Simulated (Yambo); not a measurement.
Yambo run on CaO (rock salt, space group Fm-3m, No. 225). The wavefunctions are norm-conserving PBEsol (Quantum ESPRESSO, 84 Ry, scalar-relativistic) ones on a 6×6×6 mesh (8 occupied bands); a = b = c = 3.368 Å, α = β = γ = 60.00°.

Yambo input:

```
rim_cut
gw0
dyson
el_el_corr
HF_and_locXC
mpa
em1d
RandQpts= 1000000
RandGvec= 1 Ry
EXXRLvcs= 84 Ry
VXCRLvcs= 336 Ry
Chimod= "HARTREE"
% BndsRnXm
 1 | 64 |
%
NGsBlkXm= 10 Ry
% LongDrXm
 1.0 | 1.0 | 1.0 |
%
EnSampXm= "2l"
EnGridXm= "lP"
% EnRngeXm
 0.0 | 40.0 | eV
%
% ImRngeXm
 2.72114 | 27.21138 | eV
%
% DmRngeXm
 0.02721 | 2.72114 | eV
%
ETStpsXm= 8
IntSolXm= "PT"
% GbndRnge
 1 | 64 |
%
GTermKind= "none"
DysSolver= "n"
ExtendOut
% QPkrange
 1 | 1 | 8 | 8 |
 13 | 13 | 8 | 9 |
%
```

k points by index: 1 = Γ, 13 = X.

The o-*.qp file then holds:

```
#    K-point    Band    Eo [eV]    E [eV]    E-Eo [eV]    Vxc [eV]    Vnlxc [eV]    Sc|Eo [eV]    Sc|E [eV]    dSc/dw|Eo [eV]    Re(Z)    Im(Z)
#
    1    8    0.000000    -0.746816    -0.746816    -19.25667    -24.58239    4.327536    4.578900    -9.014652    0.750793    -0.016496
    13    8    -0.370442    -1.211852    -0.841410    -18.83502    -24.29280    4.332541    4.616372    -9.042182    0.750194    -0.017123
    13    9    3.549262    5.022078    1.472816    -11.60160    -5.966454    -3.854114    -4.162327    -5.697031    0.826818    -0.007303
```
(The two width columns are left out.) Convergence of these settings isn't established.

Geometry relaxed with PBEsol.
